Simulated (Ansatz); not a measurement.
Task: Name crystals whose computed values (the program Ansatz at the PBE level (PAW)) fall in these windows: G_Hill (GPa) 47 to 57; ε∞ 5.3 to 6.6.

Result: 

```json
[
 {"crystal": "BeSe, zinc blende", "G_Hill (GPa)": "53.5", "ε∞": "6.00"}
]
```
Others may fit too.

The cell was relaxed under the symmetry of its start. Scalar-relativistic: spin–orbit coupling is off unless named, which matters more the heavier the elements.

Potentials: the later of the program's two PAW sets.
